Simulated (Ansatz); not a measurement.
Relax this structure to zero stress and force, keeping its symmetry:

```cif
data_structure
_symmetry_space_group_name_H-M 'P-6m2'
_symmetry_Int_Tables_number 187
_cell_length_a 3.1346
_cell_length_b 3.1346
_cell_length_c 10.0384
_cell_angle_alpha 90.000
_cell_angle_beta 90.000
_cell_angle_gamma 120.000
_cell_volume 85.42
loop_
_atom_site_label
_atom_site_type_symbol
_atom_site_symmetry_multiplicity
_atom_site_Wyckoff_symbol
_atom_site_fract_x
_atom_site_fract_y
_atom_site_fract_z
_atom_site_occupancy
Mg1 Mg 1 b 0.00000 0.00000 0.50000 1
Cd1 Cd 1 a 0.00000 0.00000 0.00000 1
Cd2 Cd 2 i 0.66667 0.33333 0.74779 1
```

Computed with DFT r2SCAN, scalar-relativistic, plane waves, PAW in Ansatz.

Cutoff 500 eV; k points 15×15×4 on the computed 4-atom cell (Γ-centred); Gaussian smearing, width 0.10 eV; no spin polarisation.

Problem. What does it relax to?

Solution. The volume goes up by 0.09 Å³/atom to 21.45 Å³/atom, and the energy falls by 5.6 meV/atom. Final structure:
```cif
data_structure
_symmetry_space_group_name_H-M 'P-6m2'
_symmetry_Int_Tables_number 187
_cell_length_a 3.2038
_cell_length_b 3.2038
_cell_length_c 9.6509
_cell_angle_alpha 90.000
_cell_angle_beta 90.000
_cell_angle_gamma 120.000
_cell_volume 85.79
loop_
_atom_site_label
_atom_site_type_symbol
_atom_site_symmetry_multiplicity
_atom_site_Wyckoff_symbol
_atom_site_fract_x
_atom_site_fract_y
_atom_site_fract_z
_atom_site_occupancy
Mg1 Mg 1 b 0.00000 0.00000 0.50000 1
Cd1 Cd 1 a 0.00000 0.00000 0.00000 1
Cd2 Cd 2 i 0.66667 0.33333 0.74846 1
```

Course of the relaxation (steps run on the plane waves of an earlier cell, and the basis is chosen afresh near the end, so energy and pressure can step there; trial steps that raised the energy were taken back; energies are free energies):

| step | E − E_final (meV/atom) | largest force component (eV/Å) | P (GPa) | V (Å³/atom) |
| --- | --- | --- | --- | --- |
| 1 | 5.6 | 0.021 | 0.15 | 21.35 |
| 2 | 2.3 | 0.024 | -0.11 | 21.44 |
| 3 | 8.0 | 0.286 | 1.70 | 20.98 |
| 4 | 0.4 | 0.026 | -0.11 | 21.46 |
| 5 | 0.2 | 0.004 | 0.00 | 21.46 |
| 6 | 0.2 | 0.002 | 0.01 | 21.45 |
| 7 | 0.0 | 0.002 | 0.01 | 21.45 |